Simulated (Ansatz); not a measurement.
LaTe2:
Space group P4/nmm, origin choice 1 (No. 129); a = b = 4.4947 Å, c = 9.1063 Å, α = β = γ = 90.00°

| atom | site | symmetry | x | y | z |
|---|---|---|---|---|---|
| Te | 2a | -4m2 | 0.0000 | 0.0000 | 0.0000 |
| Te | 2c | 4mm | 0.0000 | 0.5000 | 0.3653 |
| La | 2c | 4mm | 0.5000 | 0.0000 | 0.2733 |

Relaxed at zero pressure with the program Ansatz at the PBEsol level (PAW).

Problem. The volume is lowered by 3 % and shape and atoms relax at that volume. What pressure results, and how do the axes share the change?

Solution. 1.9 GPa; a -1.0 %, b -1.0 %, c -1.1 %; the energy rises by 5 meV/atom.

Problem. Give the new structure.

Solution. 
Space group P4/nmm, origin choice 1 (No. 129); a = b = 4.4519 Å, c = 9.0039 Å, α = β = γ = 90.00°

| atom | site | symmetry | x | y | z |
|---|---|---|---|---|---|
| Te | 2a | -4m2 | 0.0000 | 0.0000 | 0.0000 |
| Te | 2c | 4mm | 0.0000 | 0.5000 | 0.3648 |
| La | 2c | 4mm | 0.5000 | 0.0000 | 0.2738 |

The phase is kept; no other phase was compared at this pressure.

The workflow started from an entry of the Crystallography Open Database (COD), which files this formula under 2 space groups. Whether it is the stable phase at ambient conditions was not checked. The cell was relaxed with PBEsol under the symmetry of its start; whether a distortion lowers the energy is not shown. Scalar-relativistic: spin–orbit coupling is off unless named, which matters more the heavier the elements.

Potentials: the later of the program's two PAW sets.
